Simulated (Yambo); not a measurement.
G0W0@PBEsol for Rb$_{2}$NaAlF$_{6}$ (space group Fm-3m, No. 225) in Yambo. Reference settings: 2×2×2 Γ-centred k mesh, bands 2 to 286 and a 8 Ry block in the screening, 286 bands in G with the Bruneval-Gonze terminator, plasmon pole fitted at 27.2 eV. The PBEsol gap Γ → Γ on this mesh is 6.65 eV; G0W0 gaps are taken between the same points.

Gap (Γ → Γ) in eV against the number of bands and the screening block, terminator on:

| bands (W and G) | 2 Ry | 3 Ry | 5 Ry | 6 Ry | 8 Ry |
|---|---|---|---|---|---|
| 73 | 12.061 | 11.660 | 11.333 | 11.277 | 11.244 |
| 110 | 11.633 | 11.240 | 10.944 | 10.900 | 10.881 |
| 160 | 11.458 | 11.057 | 10.788 | 10.752 | 10.745 |
| 222 | 11.384 | 10.971 | 10.717 | 10.689 | 10.694 |
| 286 | 11.356 | 10.939 | 10.684 | 10.661 | 10.672 |

Rough cost of the Yambo step against the reference (shared machines):

```json
[
 {"bands (W and G)": "73", "2 Ry": "1/5", "3 Ry": "1/5", "5 Ry": "1/5", "6 Ry": "1/4", "8 Ry": "1/4"},
 {"bands (W and G)": "110", "2 Ry": "1/4", "3 Ry": "1/3", "5 Ry": "1/3", "6 Ry": "1/3", "8 Ry": "1/2"},
 {"bands (W and G)": "160", "2 Ry": "1/2", "3 Ry": "1/2", "5 Ry": "~1", "6 Ry": "1/2", "8 Ry": "~1"},
 {"bands (W and G)": "222", "2 Ry": "~1", "3 Ry": "~1", "5 Ry": "~1", "6 Ry": "~1", "8 Ry": "~1"},
 {"bands (W and G)": "286", "2 Ry": "~1", "3 Ry": "~1", "5 Ry": "~1", "6 Ry": "~1", "8 Ry": "1"}
]
```

At the largest block the last step in bands moves the gap by -0.022 eV; at the most bands the last step in the block moves it by 0.011 eV.

Geometry of the Materials Project entry, not relaxed at this level; primitive cell a = 5.9745 Å, b = 5.9745 Å, c = 5.9745 Å, α = 60.00°, β = 60.00°, γ = 60.00°.

The structure is a Materials Project entry; no match was found in the copy of COD used, and its stability was not checked.
